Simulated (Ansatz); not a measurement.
**Notes on NaCl**

```
Na Cl
1.0
     0.00000    2.86376    2.86376
     2.86376    0.00000    2.86376
     2.86376    2.86376    0.00000
Na Cl
1 1
Direct
  0.00000 0.00000 0.00000
  0.50000 0.50000 0.50000
```

Level: PBE, no spin polarisation; 420 eV; 8×8×8 Γ-centred mesh; fermi-dirac occupations (width 0.1 eV); Ansatz 0.2.0, fixed geometry.

Problem. How is the charge shared?

Solution. Bader charges in e: Na +0.87, Cl -0.87. In the mean Na gives up most and Cl takes most.

Problem. Which orbitals make up the band edges?

Solution. Within 0.7 eV of the edges, the states project mainly on Cl p (99 %) below the gap and on Na s (74 %) and Cl s (19 %) above it.

Problem. Is it stable against the elements?

Solution. -1.85 eV an atom against the elements' usual phases (free molecules for gases, crystals otherwise, with no correction for O₂ or N₂), so it is bound against them; other compounds may still compete. Relaxing would lower it.

Problem. Is there a gap, and of what kind?

Solution. The gap is 4.94 eV, direct at the points sampled.

Problem. Describe some of the short contacts.

Solution. Na–Cl at 2.86 Å: least valence density 0.07 e/Å³ and ELF 0.02 there, a closed-shell (ionic or weak) contact. These are pseudo-fields; inside the PAW spheres they differ from the all-electron ones.

Origin: a database entry at a rescaled volume.
